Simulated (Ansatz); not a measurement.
Problem. Name crystals whose computed values (the program Ansatz at the PBEsol level (PAW)) fall in these windows: B₀ by P(V) fit (GPa) 190 to 250; highest Γ mode, no LO–TO term (cm⁻¹) 450 to 590.

Solution. 

```tsv
crystal	B₀ by P(V) fit (GPa)	highest Γ mode, no LO–TO term (cm⁻¹)
MgTiNO, P4/mmm (Ti on 1a, N on 1c, Mg on 1d, O on 1b)	214	547
TiO, Pm-3m (Ti on 3c, O on 3d)	225	534
BeNi, CsCl type	198	499
HfC, rock salt	248	455
Nb2N, anti-CdI2 type	246	548
```
Others may fit too.

Typed or built starts, not in the databases checked: MgTiNO, P4/mmm (Ti on 1a, N on 1c, Mg on 1d, O on 1b). Standing as an ambient phase not checked: TiO, Pm-3m (Ti on 3c, O on 3d); BeNi, CsCl type; Nb2N, anti-CdI2 type. Began spin-polarised and lost the moments: MgTiNO, P4/mmm (Ti on 1a, N on 1c, Mg on 1d, O on 1b); TiO, Pm-3m (Ti on 3c, O on 3d). All cells were relaxed under the symmetry of their starts (and spin orders); stability against distortions was not tested throughout. Rows with no word on spin ran without spin polarisation. Scalar-relativistic: spin–orbit coupling is off unless named, which matters more the heavier the elements.

Potentials: the later of the program's two PAW sets.
